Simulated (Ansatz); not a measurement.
**Two states of LiYbRe**

```
Yb Li Re
1.0
     2.24472    3.88797    0.00000
    -2.24472    3.88797    0.00000
     0.00000    0.00000    9.96934
Yb Li Re
3 3 3
Direct
  0.00000 0.00000 0.33340
  0.00000 0.00000 0.66660
  0.00000 0.00000 0.00000
  0.33330 0.33340 0.19600
  0.33340 0.33330 0.80400
  0.66670 0.66660 0.50000
  0.66670 0.66660 0.15440
  0.66660 0.66670 0.84560
  0.33330 0.33340 0.50000
```

Single point in Ansatz 0.2.0 with PBE. Cutoff 420 eV, PAW datasets, 6×6×3 Γ-centred k mesh, fermi-dirac filling (width 0.1 eV).

State A: no moments (no spin polarisation). State B: Re9 down (collinear spin).

**Question.** Compare the two self-consistent states.

**Answer.** They are level within 1 meV an atom.

| state | free energy (meV/atom) | largest moment in a small sphere (μB) | net moment (μB/cell) | gap on mesh (eV) | pressure (GPa) | largest force (eV/Å) |
| --- | --- | --- | --- | --- | --- | --- |
| A | 0.1 | 0.00 | 0.00 | metal | -3.2 | 1.49 |
| B | 0.0 | 0.33 | 0.29 | metal | -3.1 | 1.48 |

Origin: a known structure type with other elements, at an estimated volume, so it need not be a known compound. Caveats: f shells without a U or exact exchange are poorly placed; no spin polarisation, so a magnetic state may lie lower.
